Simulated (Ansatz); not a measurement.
MgO in space group R-3m (No. 166; Pearson symbol hR16), DFT-PBEsol in the program Ansatz with PAW potentials. The conduction-band minimum lies at Γ, with 1 equivalent valley. Second derivatives d²E/dk² of the lowest band at one valley (eV·Å²), along Cartesian directions:

| direction | d²E/dk² |
|---|---|
| [100] | 22.68 |
| [010] | 22.68 |
| [001] | 13.48 |
| [110] | 22.68 |
| [101] | 18.09 |
| [011] | 18.09 |

Problem. Find the principal effective masses, the density-of-states mass and the conductivity mass.

Solution. Off-diagonal terms follow from H_xy = H[110] − (H_xx + H_yy)/2, and m*/mₑ = 7.620 eV·Å² over each eigenvalue: 0.34, 0.34, 0.57. One valley's DOS mass (m₁m₂m₃)^(1/3) = 0.40, conductivity mass 3/(Σ 1/mᵢ) = 0.39 mₑ.

Problem. What effective density of states Nc follows at 300 K for parabolic valleys?

Solution. Nc = 2.509e19 × 1 × (0.40)^(3/2) ≈ 6.3e18 cm⁻³.

The workflow started from a Materials Project entry (that database holds measured and hypothetical structures alike); the Crystallography Open Database copy checked does not list it. It is not the phase usual at ambient conditions (space group No. 225). The cell was relaxed with PBEsol under the symmetry of its start; its stability against distortions is not shown here.

Potentials: the later of the program's two PAW sets.

Edges and masses are those of Kohn–Sham bands, whose gap is no quasiparticle gap.
